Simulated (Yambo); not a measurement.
Material: a free-standing PtSe2 monolayer (symmetry P-3m1, slab cell 15.6 Å high); a = 3.7100 Å, b = 3.7100 Å, c = 15.6000 Å, α = 90.00°, β = 90.00°, γ = 120.00° (3 atoms in the cell). The layer was cut from Materials Project entry mp-1115 and relaxed with PBE+D3(BJ) in a cell 15.6 Å high, with the Coulomb interaction truncated along z.

With norm-conserving PBE (stringent potentials; Quantum ESPRESSO, 104 Ry, without SOC), the gap between the mesh's edge points (Γ → (0, 0.167)) is 1.642 eV.

### Question
What does a G0W0 run in Yambo give for it (6×6×1 Γ-centred k mesh, bands 23 to 142 and a 6 Ry block in the screening, 142 bands in G with the Bruneval-Gonze terminator, plasmon pole fitted at 27.2 eV, slab-truncated Coulomb interaction, stochastic integration of W near q = 0)?

### Answer
The correction is 0.966 eV, giving 2.608 eV, 1.6 times the PBE value. The mesh misses a band edge: along a dense path the PBE gap is 1.37 eV against 1.64 eV on the mesh. Convergence of the G0W0 settings was not tested. Spin-orbit coupling is left out, which matters for elements this heavy: edges can move by tenths of an eV.
